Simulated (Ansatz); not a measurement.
ZrBTe: single run (Ansatz)

The input file (Ansatz 0.2.0, plane waves):

```yaml
crystal:
  lattice:
    - [3.530373, 0.0, 0.0]
    - [0.0, 3.530373, 0.0]
    - [0.0, 0.0, 9.14644]
  atoms:
    - { symbol: B, position: [0.0, 0.0, 0.0] }
    - { symbol: B, position: [0.5, 0.5, 0.0] }
    - { symbol: Zr, position: [0.0, 0.5, 0.23] }
    - { symbol: Zr, position: [0.5, 0.0, 0.77] }
    - { symbol: Te, position: [0.0, 0.5, 0.64] }
    - { symbol: Te, position: [0.5, 0.0, 0.36] }
  symmetry: { tolerance: 0.0003 }
kpoints:
  mp_grid: { grid: [5, 5, 2], shift: [0, 0, 0] }
magnetization:
  spin_polarized: false
scf:
  occupations: { method: cold, width: 0.0102 }
hamiltonian:
  pseudopotentials: { kind: paw }
  xc: pbe
basis:
  ecutwfc: "300 eV"
  ecutrho_ratio: 12
output:
  forces: true
  stress: true
  eigenvalues: true
```

Run with:

```bash
ansatz run input.yaml --threads 1 --pin off --max-ram 2560MiB --backend cpu --events-out ev --progress --plain --runs-dir out
```

Origin of the cell: a known structure type with other elements, at an estimated volume, so it need not be a known compound.

Output (shortened):

```
Warning: basis.ecutwfc = 300 eV is below the records' recommended 420 eV, and the density's cutoff is lower with it unless basis.ecutrho_ratio is high enough to keep the records' density cuto […]
Pseudopotentials: kind: paw
Pseudopotential: B, paw, valence charge 3, recommended cutoff 420 eV (normal), B.paw.azcp
Pseudopotential: Zr, paw, valence charge 12, recommended cutoff 420 eV (normal), Zr.paw.azcp
Pseudopotential: Te, paw, valence charge 16, recommended cutoff 420 eV (normal), Te.paw.azcp
Functional definition: PBE
  exchange = pbe_x(kappa = kappa, mu = beta*pi^2/3)
  correlation = pbe_c(beta = beta)
Crystal: 6 atoms, lattice volume = 113.997 Å³
Basis set: ecut = 300 eV, 1277 PW (Γ), exchange–correlation on 72×72×180 points (8 copies of the dense FFT grid, shifted against one another)
Bands: 38, of which v1, the nominal top of the filled ones, is band 31 counted from 1 (30 counted from 0)
Symmetry: 16 space group operations
[… 8 lines left out …]
Initial density: superposition of atomic densities (neutral atoms: chi_scale 0, normalization atom), corrected by the library's trained network
Functional: x = pbe(κ = 0.804, μ = 0.219515), c = pbe(β = 0.066725)
SCF iter   1: F=—  HF=-22638.405495 eV  Δρ=4.45e-3  dr2=2.41e-2
SCF iter   2: F=—  HF=-22638.403618 eV  S|Δr|=    0.00e0  Δρ=2.50e-3  dr2=7.71e-3  defer=26
SCF iter   3: F=—  HF=-22638.404453 eV  S|Δr|=    0.00e0  Δρ=6.23e-4  dr2=8.83e-4  defer=26
SCF iter   4: F=—  HF=-22638.404421 eV  S|Δr|=    0.00e0  Δρ=2.47e-4  dr2=1.02e-4  defer=14
SCF iter   5: F=—  HF=-22638.404421 eV  S|Δr|=    0.00e0  Δρ=4.62e-5  dr2=2.79e-6  defer=14
SCF iter   6: F=—  HF=-22638.404423 eV  S|Δr|=    0.00e0  Δρ=1.90e-5  dr2=3.97e-7  defer=14
SCF iter   7: F=-22638.404423 eV  HF=-22638.404423 eV  S|Δr|=    0.00e0  Δρ=4.26e-6  dr2=3.56e-8
SCF 1 converged in 7 iterations: F = -22638.404423 eV  dr2 = 3.56e-8
SCF converged after 7 iterations
Stability not checked: this state was not tested for a lower state beside it, because cold or Methfessel-Paxton smearing, or corrected tetrahedra, fill the levels in a way that the test cannot read (fill_not_monotonic; […]
Free energy (F): -22638.404423 eV
Harris-Foulkes:  -22638.404423 eV  (|F-HF|=1.73e-8)
Internal energy: -22638.404039 eV  (E = F + TS)
E sigma→0 (E₀):  -22638.404295 eV
[… 20 lines left out …]
  atom   2  B      0.000000     0.000000    -0.000000
  atom   3  Zr     0.000000     0.000000    -3.062933
  atom   4  Zr     0.000000     0.000000     3.062933
  atom   5  Te     0.000000     0.000000    -0.943127
  atom   6  Te     0.000000     0.000000     0.943127
  max |Σ_I F_I| component: 3.33e-16 eV/Å
--- Stress (GPa, compression-positive) ---
        7.789084       0.000000       0.000000
        0.000000       7.789084       0.000000
        0.000000       0.000000      -7.414635
  P = ⅓ Tr σ = 2.7212 GPa (27.212 kbar)
```

Caveats: no moments, though an odd count or open d shells may carry them; no spin-orbit coupling, though heavy elements are present; settings drawn outside the advised range, so the result may not be the system's; the cutoff lies below the datasets' advice; the k mesh is coarse if the cell is a metal.

It ran for 2.3 s on 1 thread of Intel(R) Xeon(R) Platinum 8375C CPU @ 2.90GHz (Ice Lake), with other jobs on the host, peak memory 0.51 GiB, from the program's own first density.
